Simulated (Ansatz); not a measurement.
Computed with DFT PBE, scalar-relativistic, plane waves, PAW (Ansatz 0.2.0). Settings: cutoff 420 eV, Γ-centred meshes spaced at most about 0.3 Å⁻¹ (2π included), Gaussian smearing. No spin polarisation in the final relaxations.

All energies are static (0 K, no zero-point motion).

Two forms of HfZrS4 were relaxed alike.

A.

```
Zr Hf S
1.0
     6.35224    0.00000    0.00000
     0.00000    3.66869    0.00000
    -0.00250    0.00000    6.78709
Zr Hf S
1 1 4
Direct
  0.50000 0.50000 0.00000
  0.00000 0.00000 0.00000
  0.16449 0.50000 0.21305
  0.66902 0.00000 0.21350
  0.33098 0.00000 0.78650
  0.83551 0.50000 0.78695
```

B.

```
Zr Hf S
1.0
     7.49810   -1.83440    0.00000
     7.49810    1.83440    0.00000
    -2.68784    0.00000    5.75518
Zr Hf S
1 1 4
Direct
  0.00000 0.00000 0.00000
  0.50000 0.50000 0.50000
  0.39335 0.39335 0.06231
  0.89355 0.89355 0.55803
  0.60665 0.60665 0.93769
  0.10645 0.10645 0.44197
```

**Question.** Which arrangement of the elements on these sites is preferred, and by what margin?

**Answer.** They are level within the accuracy (under 1 meV/atom apart). The two share one framework of sites and differ in which element sits where. A has Zr and Hf ordered on cadmium iodide sites, space group P2/m (No. 10), 26.4 Å³/atom and a gap of 1.14 eV on its mesh; B has Zr and Hf ordered on cadmium iodide sites, space group C2/m (No. 12), 26.4 Å³/atom and a gap of 1.15 eV. Counting S atoms around Hf and Zr (those within 1.25 times the shortest such distance or 1.15 times the sum of covalent radii), A and B both have Hf 6, Zr 6. In A, Zr has 6 S at 2.57–2.58 Å, 4 Hf at 3.67 Å and 2 Zr at 3.67 Å; Hf has 6 S at 2.55–2.56 Å, 4 Zr at 3.67 Å and 2 Hf at 3.67 Å; S on its first site is surrounded by 2 Hf at 2.56 Å and 1 Zr at 2.58 Å; 1 more site not described. In B, around Zr lie 6 S at 2.57–2.58 Å, 4 Hf at 3.67 Å and 2 Zr at 3.67 Å; Hf has 6 S at 2.55–2.56 Å, 4 Zr at 3.67 Å and 2 Hf at 3.67 Å; S on its first site is surrounded by 1 Hf at 2.55 Å and 2 Zr at 2.57 Å; 1 more site not described. Both come from invented guesses.

Weakly bound directions are ill-defined at this level, which has no dispersion term (P2/m, C2/m), and this can change margins and order among such cells. These runs have no spin–orbit coupling, which can matter for Hf. Kohn–Sham gaps at this level usually fall short of measured ones. Cells relaxed within their symmetry can be saddle points.
